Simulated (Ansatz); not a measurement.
# CsH: energy along a strain

CsH, Fm-3m, a = 6.376 Å (as given, not relaxed at this level: -1.3 GPa). Ansatz: LDA, PAW, 420 eV, Γ-centred 8×8×8 mesh on 2 atoms, Gaussian smearing 0.05 eV; no spin polarisation. Cell vectors (Å): 0.000 3.188 3.188; 3.188 0.000 3.188; 3.188 3.188 0.000. The cell is strained by x per cent times the pattern (0 0 0 0 1 0) in the order xx yy zz yz xz xy (engineering shears), with fractional coordinates held. y is the free energy over the start, V0 = 32.401 Å³/atom. Symmetry makes y even in x. Points with a strain past 8.5 % were computed too (2) and aren't used here.

| x (%) | y (meV/atom) |
| --- | --- |
| -5.00 | 1.23 |
| 0.00 | 0.00 |
| 1.25 | 0.08 |
| 2.50 | 0.31 |
| 3.75 | 0.69 |
| 6.25 | 1.92 |
| 7.50 | ? |

**Question.** Fit y = c2 x² + c4 x⁴ to the other rows, get the stiffness along the pattern, and predict the missing energy.

**Answer.** Least squares on the rows shown. y = 0.04926 x² − 2.721×10⁻⁶ x⁴. The clamped-ion stiffness p·C·p = 2 × 0.4926 eV × 160.2 / 32.401 Å³ = 4.9 GPa, which is C55 in these axes (C44 of the cubic crystal) (second derivative at the start, which stands under stress). At x = 7.50 the fit asked for gives 2.76 meV/atom. The run gave 2.77 meV/atom, so the fit is 0.01 meV/atom too low, a small miss on the scale of the series.